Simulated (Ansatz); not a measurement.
**TiAl3: from a starting cell to a relaxed one**

The start is a generated trial cell of TiAl3 in the AFLOW prototype AB3_tP4_123_a_ce (L6_0, as in Ti3Cu). Cell shape, volume and atoms are optimised at zero target pressure with PBEsol (plane waves to 420 eV, PAW, scalar-relativistic; Ansatz, a quantum-chemistry and plane-wave program). The first steps use a coarse 8×8×9 k-mesh.

Input geometry:
```
TiAl3
1.0
    4.14634     0.00000     0.00000
    0.00000     4.14634     0.00000
    0.00000     0.00000     3.58392
Al Ti
3 1
Direct
  0.50000   0.50000   0.00000
  0.00000   0.50000   0.50000
  0.50000   0.00000   0.50000
  0.00000   0.00000   0.00000
```

Question: What band gap does the relaxed structure have at this level?

Answer: Zero (metallic).

Question: Give the final cell and atomic positions.

Answer: 
```cif
data_Al3Ti
_chemical_formula_sum 'Al3 Ti1'
_space_group_name_H-M_alt 'Pm-3m'
_space_group_IT_number 221
_space_group_name_Hall '-P 4 2 3'
_cell_length_a 3.94857
_cell_length_b 3.94857
_cell_length_c 3.94857
_cell_angle_alpha 90.000
_cell_angle_beta 90.000
_cell_angle_gamma 90.000
loop_
_atom_site_label
_atom_site_type_symbol
_atom_site_symmetry_multiplicity
_atom_site_Wyckoff_symbol
_atom_site_fract_x
_atom_site_fract_y
_atom_site_fract_z
_atom_site_occupancy
Al1 Al 3 c 0.00000 0.50000 0.50000 1
Ti1 Ti 1 a 0.00000 0.00000 0.00000 1
```

Final values are on a 12×12×12 k-mesh of the relaxed cell. No spin polarisation in the result.

The run could not lose the symmetry of its start; a randomly shaken copy of 8 atoms returns to this structure.

All atoms sit on sites fixed by symmetry, so only the cell could relax.

The first start was generated by placing the elements on the sites of a structure type. Materials Project lists a structure of TiAl3 in the same space group, Pm-3m (No. 221); the sites were not compared with it, nor with measured phases. Known forms of TiAl3 include space group No. 139.
